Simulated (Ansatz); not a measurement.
## Relaxing Al (fcc)

**What was measured.** “The interpretation of polycrystalline coherent inelastic neutron scattering from aluminium”, 2013, pmc:3831299 quotes, for a bulk crystal of Al: lattice constant a 4.0495 Å.

Method: LDA, scalar-relativistic; no spin polarisation; PAW, 420 eV, 18×18×18 k-mesh, Gaussian smearing of 0.05 eV; code Ansatz; PAW files: Ansatz's generated set soft_2.

Starting cell:

```yaml
crystal:
  lattice:
    - [0.00000, 2.02500, 2.02500]
    - [2.02500, 0.00000, 2.02500]
    - [2.02500, 2.02500, 0.00000]
  atoms:
    - { symbol: Al, position: [0.00000, 0.00000, 0.00000] }
```

The first steps of the search for zero pressure:

```tsv
run	level	k-mesh	kind	V (Å³/atom)	P (GPa)	gap on the mesh (eV)
1	LDA	18×18×18	fixed cell	16.61	-3.6	metal
2	LDA	18×18×18	fixed cell	16.21	-1.9	metal
```

(1) At which volume does LDA reach zero pressure?

Answer:

(1) About 15.8 Å³/atom, about 5 % under the start.

The steps that followed:

```tsv
run	level	k-mesh	kind	V (Å³/atom)	P (GPa)	E − E(final) (meV/atom)	gap on the mesh (eV)
3	LDA	18×18×18	fixed cell	15.82	-0.1	0.0	metal
```

The cell is relaxed to zero pressure at this level.

The final structure (symmetry read at 0.01 Å). It takes space group Fm-3m (No. 225, cubic). The conventional cell has a = 3.985 Å, b = 3.985 Å, c = 3.985 Å, α = 90.00°, β = 90.00°, γ = 90.00°. Al (site symmetry m-3m) is surrounded by 12 Al at 2.82 Å. (Neighbours are counted to 15 % beyond the shortest distance.)

| atom | site | symmetry | x | y | z |
| --- | --- | --- | --- | --- | --- |
| Al | 4a | m-3m | 0.0000 | 0.0000 | 0.0000 |

- At the final geometry the gap, band path included, is zero (metallic).

**Why it comes out so.**

With 3 valence electrons in the calculation's cell and no magnetic order, the bands, two electrons each, can't all be full or empty: band theory demands a metal.

**Against experiment.** A measured lattice constant a of Al is 4.0495 Å (quoted in “The interpretation of polycrystalline coherent inelastic neutron scattering from aluminium”, 2013, pmc:3831299); the calculated 3.985 Å misses it by -1.6 %. The calculation is for a static lattice, without zero-point motion or thermal expansion, which are too small to cover a miss of this size.
